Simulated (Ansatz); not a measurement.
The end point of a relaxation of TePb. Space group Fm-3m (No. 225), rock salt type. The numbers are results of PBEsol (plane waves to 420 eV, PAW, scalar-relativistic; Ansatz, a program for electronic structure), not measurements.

```cif
data_PbTe
_chemical_formula_sum 'Te1 Pb1'
_space_group_name_H-M_alt 'P 1'
_space_group_IT_number 1
_cell_length_a 4.55593
_cell_length_b 4.55593
_cell_length_c 4.55593
_cell_angle_alpha 60.000
_cell_angle_beta 60.000
_cell_angle_gamma 60.000
loop_
_space_group_symop_operation_xyz
  'x, y, z'
loop_
_atom_site_label
_atom_site_type_symbol
_atom_site_fract_x
_atom_site_fract_y
_atom_site_fract_z
_atom_site_occupancy
Te1 Te 0.50000 0.50000 0.50000 1
Pb1 Pb 0.00000 0.00000 0.00000 1
```

Question: What is the computed band gap (PBEsol)?

Answer: 0.65 eV, direct at L (no spin-orbit coupling).

No spin polarisation in the result. Spin-orbit coupling is missing; with elements this heavy it can move band edges by tenths of an eV or more.

Measured for TePb: gap 0.19 eV (0 K or low temperature; as listed in arXiv:2302.06325). Computed minus measured — gap: PBEsol +0.46 eV. The computed values are for a static lattice, and a measured gap can be an optical one, lowered by exciton binding.

It was reached from a disturbed copy of a F-43m (No. 216) cell (zinc blende type), against which it lies -0.282 eV/atom.
